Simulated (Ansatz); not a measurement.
**Al2GaN3 under pressure: fit and missing row**

Al2GaN3, Cm, a = 11.486 Å, b = 3.136 Å, c = 7.422 Å, β = 104.8°. The structure is a Materials Project entry; whether it is the stable form wasn't checked. Ansatz: PBEsol, PAW, 420 eV, Γ-centred 8×8×4 mesh on 12 atoms, Gaussian smearing 0.02 eV; no spin polarisation. Cell and atoms are relaxed at each pressure, and no other structure is tried, so the rows at high pressure may lie past a change of phase.

| V (Å³/atom) | P (GPa) |
| --- | --- |
| ? | 20.00 |
| 10.283 | 10.00 |
| 10.512 | 5.03 |
| 10.660 | 2.06 |
| 10.769 | 0.01 |
| 10.884 | -2.04 |

Task: Take V0 = 10.769 Å³/atom, count pressures from its P0 = 0.01 GPa, fit the third-order Birch–Murnaghan form to the other rows, and predict the missing volume.

Result: With the Eulerian strain f = ½[(V0/V)^(2/3) − 1] and y = (P − P0)/[3f(1 + 2f)^(5/2)], the form is the line y = B0 + 1.5 B0 (B0′ − 4) f. Rows (f, y): 0.01563, 197.3; 0.00812, 197.9; 0.00340, 197.6; -0.00353, 197.0. Means f = 0.005905, y = 197.45; Σ(Δf)² = 0.0001948, ΣΔfΔy = 0.003408; the slope is their ratio. y = 197.3 + 17.50 f GPa, so B0 = 197.3 GPa and B0′ = 4 + 2 × (17.50)/(3 × 197.3) = 4.06. P = 20.00 GPa is met at f = 0.02923 (y = 197.81), so V = V0 (1 + 2f)^(−3/2) = 9.889 Å³/atom. The run gave 9.888 Å³/atom, so the fit is 0.001 Å³/atom too high, within twice the rms miss on the fitted rows (0.0005 Å³/atom). The form still works here, 83 % of the fitted range beyond its end.